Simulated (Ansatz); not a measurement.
CdInNO in space group P3m1 (No. 156; In on 1b, Cd on 1c, O on 1b, N on 1c), r²SCAN in the plane-wave PAW code Ansatz, all energies at zero smearing, with the estimated change up to a 700 eV cutoff added, with one set of potentials and settings (totals compare only within such a set). Cell of 4 atoms (1 In, 1 Cd, 1 O, 1 N): -14833.532 eV.

```csv
element,reference phase,E (eV/atom)
In,"I4/mmm, 1 atoms in the cell",-5611.8812
Cd,"P6_3/mmc, 2 atoms in the cell",-8268.2565
O,"C2/m, 4 atoms in the cell, spin-polarised",-566.0346
N,"Pa-3, 8 atoms in the cell",-384.8341
```

Formation energy per atom, worked out: (-14833.532 − 1×(-5611.8812) − 1×(-8268.2565) − 1×(-566.0346) − 1×(-384.8341))/4 = -0.631 eV/atom (-61 kJ per mol of atoms), at 0 K, without zero-point energy or fitted corrections.

The start of the workflow was typed in or built on a structure type; neither database checked (COD, Materials Project) lists it. Its standing as an ambient phase is unchecked. The cell was relaxed with r²SCAN under the symmetry of its start; its stability against distortions is not shown here. The references are the lowest solids computed at this level, not always the standard phases (solids in place of the gases).

Potentials: the earlier of the program's two PAW sets.
